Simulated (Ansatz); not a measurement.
The cell below belongs to a search over invented structures; it isn't taken from experiment.

Input and command of a plane-wave DFT calculation in Ansatz:

```yaml
crystal:
  lattice:
    - [-3.01090227, 3.01090227, 3.01090227]
    - [3.01090227, -3.01090227, 3.01090227]
    - [3.01090227, 3.01090227, -3.01090227]
  atoms:
    - { symbol: Ga, position: [0.0, 0.0, 0.0] }
    - { symbol: As, position: [0.0, 0.0, 0.5] }
    - { symbol: As, position: [0.5, 0.0, 0.0] }
    - { symbol: As, position: [0.5, 0.5, 0.5] }
    - { symbol: As, position: [0.0, 0.5, 0.0] }
basis:
  ecutwfc: 420
kpoints:
  mp_grid: { grid: [10, 10, 10] }
hamiltonian:
  xc: pbe
scf:
  occupations: { method: gaussian, width: 0.1 }
output:
  forces: true
  stress: true
  eigenvalues: true
relax:
  adjacent_minimum: "off"
  f_tol: 0.01
  max_steps: 80
  cell: { stress_tol: 0.05 }
```

```bash
ansatz run input.yaml --threads 1 --pin off --max-ram 2560MiB --backend cpu --events-out ev --progress --plain --runs-dir out
```

Processor: Intel(R) Xeon(R) Processor @ 2.50GHz (Skylake/Cascade Lake), 1 thread, on a host shared with other jobs.

Question: Estimate time, memory and problem size.

Answer: About 100 s, peak memory 0.51 GiB. It solves 44 bands at 47 k points (after reduction by symmetry) with about 2171 plane waves (on the last cell), in 21 SCF iterations over 4 ionic steps.
